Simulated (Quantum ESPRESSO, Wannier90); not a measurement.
## Wannier functions of Al (fcc (Cu type))

```
Al
1.0
    0.00000     2.01946     2.01946
    2.01946     0.00000     2.01946
    2.01946     2.01946     0.00000
Al
1
Cartesian
  0.00000   0.00000   0.00000
```

Structure: Materials Project mp-134, symmetrised, not relaxed again. This is the element's usual structure. Level: PBEsol, no spin polarisation, no spin-orbit coupling; pw.x of Quantum ESPRESSO at 32 Ry with PseudoDojo potentials, 10×10×10 k-points, Wannier90. Density: 18×18×18 mesh, cold smearing 0.01 Ry.

The lattice is scaled uniformly with fixed fractional positions, and at each scale an atom-like model (Al sp; disentangled, num_iter = 0) is made. Listed is the largest hopping of each kind of orbital pair shown, with the distance of the two functions' centres at scale 1; the mesh was not varied.

```csv
scale,"modulus of t, Al1 px–Al1 py at 2.86 Å (eV)","modulus of t, Al1 s–Al1 px at 2.86 Å (eV)","modulus of t, Al1 s–Al1 s at 2.86 Å (eV)"
0.970,1.518,1.087,0.606
0.990,1.442,1.027,0.581
1.000,1.405,0.999,0.569
1.010,1.369,0.971,0.556
1.030,1.297,0.917,0.531
```

Problem. With |t| ∝ d^(−η), find η for each hopping from the ends of the series.

Solution. 
- Al1 px–Al1 py at 2.86 Å: η = −ln(1.297/1.518)/ln(1.030/0.970) = 2.6
- Al1 s–Al1 px at 2.86 Å: η = −ln(0.917/1.087)/ln(1.030/0.970) = 2.8
- Al1 s–Al1 s at 2.86 Å: η = −ln(0.531/0.606)/ln(1.030/0.970) = 2.2
Harrison's rules would take η = 2.0, 2.0, 2.0 for these pairs; they describe atomic orbitals, while these are orthogonalised and change shape with the volume.
